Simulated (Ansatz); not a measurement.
**W (hcp): energy against volume**

The calculation used DFT, BLYP, plane waves (420 eV) with PAW, scalar-relativistic (Ansatz 0.2.0). The PAW files were generated under PBE, with cores re-solved for the functional.

The cell is scaled uniformly from the relaxed one, with fractional coordinates and shape fixed. Energies are extrapolated to zero smearing, pressures are those at the given smearing. Magnetic state: spin not included.

A Birch-Murnaghan fit gives V₀ = 17.11 Å³/atom, B₀ = 254 GPa, B₀′ = 4.2.

Question: What are the energy above the minimum and the pressure at 15.753 Å³/atom?

Answer: 98.5 meV/atom and 25.14 GPa as computed.

Question: What are the energy above the minimum and the pressure at 17.808 Å³/atom?

Answer: 21.0 meV/atom and -9.19 GPa as computed.

Question: What are the energy above the minimum and the pressure at 18.493 Å³/atom?

Answer: 77.4 meV/atom and -16.61 GPa as computed.
